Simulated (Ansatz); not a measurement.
Trial structure of Ti₃Al₂N₅, not yet relaxed:

```cif
data_structure
_symmetry_space_group_name_H-M 'R-3m:H'
_symmetry_Int_Tables_number 166
_cell_length_a 3.2861
_cell_length_b 3.2861
_cell_length_c 40.2464
_cell_angle_alpha 90.000
_cell_angle_beta 90.000
_cell_angle_gamma 120.000
_cell_volume 376.37
loop_
_atom_site_label
_atom_site_type_symbol
_atom_site_symmetry_multiplicity
_atom_site_Wyckoff_symbol
_atom_site_fract_x
_atom_site_fract_y
_atom_site_fract_z
_atom_site_occupancy
Ti1 Ti 3 a 0.00000 0.00000 0.00000 1
Ti2 Ti 6 c 0.66667 0.33333 0.93333 1
Al1 Al 6 c 0.33333 0.66667 0.86667 1
N1 N 6 c 0.33333 0.66667 0.96667 1
N2 N 6 c 0.00000 0.00000 0.90000 1
N3 N 3 b 0.66667 0.33333 0.83333 1
```

These are results of Ansatz 0.2.0, DFT PBE, scalar-relativistic, plane waves, PAW, not measurements. Settings: cutoff 420 eV, Γ-centred mesh 6×6×6 on the computed 10-atom cell, Gaussian smearing of 0.10 eV; collinear spin from starting moments 1.0 1.0 1.0 0.0 0.0 0.0 0.0 0.0 0.0 0.0 μB.

Energies over the elements count from the elements' standard structures at the same level (N₂ as a molecule), with no fitted energy shifts.

Question: Estimate its pressure, forces and energy as it stands.

Answer: The pressure is -42.0 GPa (the mean over three directions, positive in compression), the largest force is 1.15 eV/Å, and the energy is −0.87 eV/atom against the elements. The shortest distance is 2.32 Å.

Question: How much does it gain on relaxing, and where does it end?

Answer: Relaxing gains about 0.60 eV/atom (the start's value is from the coarse mesh, so the gain is rough) in 14 ionic steps and ends at −1.46 eV/atom on the finer mesh. The symmetry stays R-3m (No. 166). The volume per atom shrinks by 26.9 %, from 12.5 to 9.2 Å³. The shortest distance goes from 2.32 Å (Al–N and Ti–N) to 2.05 Å (Al–N). Conventional cell: a = 2.950 Å, c = 36.488 Å. Ti on a site of symmetry -3m is surrounded by 6 N at 2.11 Å; Al has 6 N at 2.05–2.07 Å, 9 Al at 2.90–2.95 Å and 3 Ti at 3.00 Å; N on a site of symmetry 3m is surrounded by 6 Ti at 2.08–2.11 Å; 3 more sites not described.

The last run used a 12×12×12 mesh for its 10-atom cell and Gaussian smearing of 0.10 eV. The relaxation can't lower the symmetry of the start. Symmetry constrained the relaxation, so the result can be a saddle point.
